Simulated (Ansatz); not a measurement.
# CdMo in Ansatz, settings compared

The command:

```bash
ansatz run input.yaml --threads 1 --pin off --max-ram 2560MiB --backend cpu --events-out ev --progress --plain --runs-dir out
```

input.yaml:

```yaml
crystal:
  lattice:
    - [2.919676, 0.0, 0.0]
    - [0.0, 2.919676, 0.0]
    - [0.0, 0.0, 9.002334]
  atoms:
    - { symbol: Mo, position: [0.0, 0.5, 0.608] }
    - { symbol: Mo, position: [0.5, 0.0, 0.392] }
    - { symbol: Cd, position: [0.0, 0.5, 0.13] }
    - { symbol: Cd, position: [0.5, 0.0, 0.87] }
  symmetry: { tolerance: 0.0003 }
kpoints:
  mp_grid: { grid: [6, 6, 2], shift: [0, 0, 0] }
magnetization:
  spin_polarized: false
scf:
  occupations: { method: fermi_dirac }
hamiltonian:
  pseudopotentials: { kind: paw }
  xc: pbe
basis:
  ecutwfc: 420
output:
  forces: true
  stress: true
  eigenvalues: true
relax:
  max_steps: 40
  cell: {}
```

Origin of the cell: a known structure type with other elements, at an estimated volume, so it need not be a known compound.

The smearing width isn't typed, so it takes its default of 0.1 eV.

Output of this run (shortened):

```
Pseudopotentials: kind: paw
Pseudopotential: Mo, paw, valence charge 14, recommended cutoff 420 eV (normal), Mo.paw.azcp
Pseudopotential: Cd, paw, valence charge 20, recommended cutoff 420 eV (normal), Cd.paw.azcp
Functional definition: PBE
  exchange = pbe_x(kappa = kappa, mu = beta*pi^2/3)
  correlation = pbe_c(beta = beta)
Crystal: 4 atoms, lattice volume = 76.740 Å³
Basis set: ecut = 420 eV, 1499 PW (Γ), exchange–correlation on 40×40×128 points (8 copies of the dense FFT grid, shifted against one another)
Bands: 41, of which v1, the nominal top of the filled ones, is band 34 counted from 1 (33 counted from 0)
Symmetry: 16 space group operations
Space group: P4/nmm (ITA 129), of the structure as read, at distance tolerance 1.3e-3 Å
k-points: 20 of 72
[… 4 lines left out …]
Initial density: superposition of atomic densities (neutral atoms: chi_scale 0, normalization atom), corrected by the library's trained network
Functional: x = pbe(κ = 0.804, μ = 0.219515), c = pbe(β = 0.066725)
SCF iter   1: F=—  HF=-26419.167479 eV  Δρ=5.49e-3  dr2=2.25e-2
SCF iter   2: F=—  HF=-26419.167141 eV  Δρ=3.14e-3  dr2=9.47e-3
SCF iter   3: F=—  HF=-26419.166085 eV  Δρ=5.49e-4  dr2=8.26e-4
SCF iter   4: F=—  HF=-26419.166033 eV  Δρ=1.48e-4  dr2=4.23e-5
SCF iter   5: F=—  HF=-26419.166047 eV  Δρ=5.81e-5  dr2=5.28e-6
SCF iter   6: F=—  HF=-26419.166046 eV  Δρ=1.69e-5  dr2=4.64e-7
SCF iter   7: F=-26419.166046 eV  HF=-26419.166046 eV  Δρ=5.34e-6  dr2=3.77e-8
relax step   1: F+E_penalty+E_count = -26419.166046 eV  Δ(F+E_penalty+E_count) = +0.000e0 eV  max|allowed force component| = 5.962e-1 eV/Å  Δτ_max = 0.0000 Å  P = -6.528 GPa  Ω = 76.740 Å³  ( […]
relax step   2: F+E_penalty+E_count = -26418.953516 eV  Δ(F+E_penalty+E_count) = +2.125e-1 eV  max|allowed force component| = 9.789e-1 eV/Å  Δτ_max = 0.1659 Å  P = +16.367 GPa  Ω = 67.588 Å³ […]
relax step   3: F+E_penalty+E_count = -26419.303425 eV  Δ(F+E_penalty+E_count) = -1.374e-1 eV  max|allowed force component| = 1.601e-1 eV/Å  Δτ_max = 0.0722 Å  P = -1.151 GPa  Ω = 73.893 Å³ […]
relax step   4: F+E_penalty+E_count = -26419.315477 eV  Δ(F+E_penalty+E_count) = -1.205e-2 eV  max|allowed force component| = 1.992e-1 eV/Å  Δτ_max = 0.0116 Å  P = +0.674 GPa  Ω = 72.883 Å³ […]
relax step   5: F+E_penalty+E_count = -26419.326514 eV  Δ(F+E_penalty+E_count) = -1.104e-2 eV  max|allowed force component| = 3.279e-1 eV/Å  Δτ_max = 0.0113 Å  P = +0.749 GPa  Ω = 72.784 Å³ […]
relax step   6: F+E_penalty+E_count = -26419.367693 eV  Δ(F+E_penalty+E_count) = -4.118e-2 eV  max|allowed force component| = 5.934e-1 eV/Å  Δτ_max = 0.0244 Å  P = +1.419 GPa  Ω = 72.070 Å³ […]
relax step   7: F+E_penalty+E_count = -26419.423180 eV  Δ(F+E_penalty+E_count) = -5.549e-2 eV  max|allowed force component| = 2.906e-1 eV/Å  Δτ_max = 0.0415 Å  P = +3.209 GPa  Ω = 71.000 Å³ […]
relax step   8: F+E_penalty+E_count = -26419.441615 eV  Δ(F+E_penalty+E_count) = -1.844e-2 eV  max|allowed force component| = 2.183e-2 eV/Å  Δτ_max = 0.0529 Å  P = +1.488 GPa  Ω = 71.161 Å³ […]
relax step   9: F+E_penalty+E_count = -26419.445678 eV  Δ(F+E_penalty+E_count) = -4.064e-3 eV  max|allowed force component| = 1.928e-2 eV/Å  Δτ_max = 0.0174 Å  P = -0.292 GPa  Ω = 72.262 Å³ […]
relax step  10: F+E_penalty+E_count = -26419.446025 eV  Δ(F+E_penalty+E_count) = -3.467e-4 eV  max|allowed force component| = 6.074e-3 eV/Å  Δτ_max = 0.0049 Å  P = -0.007 GPa  Ω = 72.066 Å³ […]
relax step  11: F+E_penalty+E_count = -26419.444431 eV  Δ(F+E_penalty+E_count) = +1.594e-3 eV  max|allowed force component| = 6.125e-3 eV/Å  Δτ_max = 0.0000 Å  P = -0.012 GPa  Ω = 72.066 Å³  stress off target by 2.86e-2 GPa […]
SCF 11 converged in 6 iterations: F = -26419.444431 eV  dr2 = 2.52e-11
basis re-selected at this cell: Δ(F+E_penalty+E_count) = +1.594e-3 eV, ΔP = -0.004 GPa vs the last step (what re-selecting the basis moved, of the pressure what is left beyond the Pulay corre […]
SCF converged after 6 iterations
Free energy (F): -26419.444431 eV
Harris-Foulkes:  -26419.444431 eV  (|F-HF|=2.55e-11)
Internal energy: -26419.359540 eV  (E = F + TS)
E sigma→0 (E₀):  -26419.401986 eV
Entropy (-TS):   -0.084891 eV (-21.223 meV/atom)
Fermi energy:    18.024296 eV
--- Per-component energies (eV) ---
  E_band       = -850.095262
  E_kinetic    = 1889.287441
  E_local      = -7559.339587  (includes V_loc(G=0)·N_el)
  E_nonlocal   = 350.049748
  E_hartree    = 3366.542121
  E_xc         = -721.100623
  E_vxc        = -902.298169  (∫ρ·V_xc dr)
  E_paw        = -14564.765697  (= ΣΔE_a)
  E_vpaw       = -1360.879412  (= ΣTr[D̂ρ^β])
  E_aug_tail   = 0.000114  (compensation charges beyond the density's cutoff)
  E_ewald      = -9180.033057
  E_smearing   = -0.084891  (= −TS)
  Σ components = -26419.444431   (vs F -26419.444431, Δ=0.00e0)
--- Forces (eV/Å), atoms counted from 1 ---
  atom   1  Mo     0.000000     0.000000    -0.006125
  atom   2  Mo    -0.000000    -0.000000     0.006125
  atom   3  Cd     0.000000     0.000000    -0.002650
  atom   4  Cd    -0.000000    -0.000000     0.002650
  max |Σ_I F_I| component: 8.67e-19 eV/Å
--- Stress (GPa, compression-positive) ---
       -0.003434      -0.000000       0.000000
       -0.000000      -0.003434       0.000000
        0.000000       0.000000      -0.028630
  P = ⅓ Tr σ = -0.0118 GPa (-0.118 kbar)
--- Relaxed structure (10 steps of the walk, 9 accepted, 1 SCFs on fresh bases) ---
  F+E_penalty+E_count = -26419.444431 eV   max|allowed force component| = 6.125e-3 eV/Å   (the final SCF, on the basis selected at the relaxed cell)
  cell:  # Å, volume = 72.0662 Å³
    - [2.749236, 0.0, 0.0]
    - [0.0, 2.749236, 0.0]
    - [0.0, 0.0, 9.534712]
  atoms:
    - { symbol: Mo, position: [0.0, 0.500000, 0.617808] }
    - { symbol: Mo, position: [0.500000, 0.0, 0.382192] }
    - { symbol: Cd, position: [0.0, 0.500000, 0.136435] }
    - { symbol: Cd, position: [0.500000, 0.0, 0.863565] }
```

The same input was run again with these changes:

1. `basis.ecutwfc` 420 → "550 eV"; `scf.occupations.width` default → 0.05
2. `scf.initial_density.chi_scale` default → 0.0
3. `scf.mixing.preconditioner` default → kerker
4. `crystal.symmetry` { tolerance: 0.0003 } → { detect: false }

```
 run        end  SCF iterations  volume (Å³/atom)  max force component (eV/Å)  moment (μB)  ΔE(σ→0) (meV/atom)
base  converged              72             18.02                       0.006            –                   0
   1  converged              86             17.97                       0.002            –               -1.51
   2  converged              76             18.02                       0.006            –                0.00
   3  converged              76             18.02                       0.006            –                0.00
   4  converged             193             18.62                       0.000            –             -171.59
```

Energies are compared only where functional, datasets, charge and starting cell are the same.

Run 4 relaxed to another structure than the base run, so its differences aren't those of the setting alone.

Caveats of the base run: no moments, though an odd count or open d shells may carry them; the k mesh is coarse if the cell is a metal; the relaxation held the start's symmetry, so the end may be a saddle point.

Run 4: the program displaced the start to leave a saddle point.

The base run took 27 s on 1 thread of Intel(R) Xeon(R) Platinum 8488C (Sapphire Rapids) (shared host), peak memory 0.44 GiB, from the program's own first density.
